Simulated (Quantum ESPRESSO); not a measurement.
## Band energies of AlPO4

```xyz
12
Lattice="5.2860 0.0000 0.0000 -2.6430 4.5778 0.0000 0.0000 0.0000 8.6294" Properties=species:S:1:pos:R:3 pbc="T T T"
O     -1.2364     2.3380     4.2753
O      2.6430     0.0982     8.5900
O      1.2364     2.3380     4.2753
O      3.8795     2.2398     8.5900
O      0.0000     4.4796     4.2753
O      1.4066     2.2398     8.5900
O      0.0000     3.0519     2.2570
O      2.6430     1.5259     6.5717
Al     0.0000     3.0519     0.5346
Al     2.6430     1.5259     4.8493
P      2.6430     1.5259     8.0857
P      0.0000     3.0519     3.7710
```

LDA (pw.x of Quantum ESPRESSO, ONCV potentials, scalar-relativistic); path ΓMKΓALHA,LM,KH; energies in eV from the valence-band maximum.

```
k (1/Å)  point  band 28  band 29  band 30  band 31  band 32  band 33  band 34  band 35
-------  -----  -------  -------  -------  -------  -------  -------  -------  -------
0.00         Γ    -0.80    -0.02    -0.02    -0.01     0.00     5.34     7.45     7.80
0.46              -0.88    -0.58    -0.47    -0.47    -0.01     6.44     8.15     8.35
0.69         M    -0.91    -0.83    -0.71    -0.58    -0.01     7.47     7.48     8.35
0.69         K    -1.01    -0.90    -0.68    -0.68    -0.19     7.87     8.27     8.27
1.08              -0.84    -0.53    -0.44    -0.26    -0.08     6.20     8.07     8.39
1.48         Γ    -0.80    -0.02    -0.02    -0.01     0.00     5.34     7.45     7.80
1.84         A    -0.40    -0.40    -0.40     0.00     0.00     6.06     6.06     8.34
2.19              -0.58    -0.52    -0.52    -0.25    -0.25     6.63     6.63     8.63
2.53         L    -0.85    -0.70    -0.70    -0.31    -0.31     7.66     7.66     8.07
2.73              -0.91    -0.65    -0.65    -0.41    -0.41     7.82     7.82     8.19
2.93         H    -0.98    -0.61    -0.61    -0.51    -0.51     8.09     8.09     8.36
3.06              -0.93    -0.61    -0.61    -0.48    -0.48     7.77     7.77     8.50
3.32              -0.66    -0.49    -0.49    -0.33    -0.33     6.80     6.80     8.70
3.59              -0.44    -0.41    -0.41    -0.06    -0.06     6.15     6.15     8.42
3.72         A    -0.40    -0.40    -0.40     0.00     0.00     6.06     6.06     8.34
3.72         L    -0.85    -0.70    -0.70    -0.31    -0.31     7.66     7.66     8.07
4.08         M    -0.91    -0.83    -0.71    -0.58    -0.01     7.47     7.48     8.35
4.08         K    -1.01    -0.90    -0.68    -0.68    -0.19     7.87     8.27     8.27
4.45         H    -0.98    -0.61    -0.61    -0.51    -0.51     8.09     8.09     8.36
```

The LDA gap is direct, 5.34 eV at Γ. Another valence extremum on the path lies within 0.02 eV, too close to call.

Geometry of the Materials Project entry, not relaxed at this level.
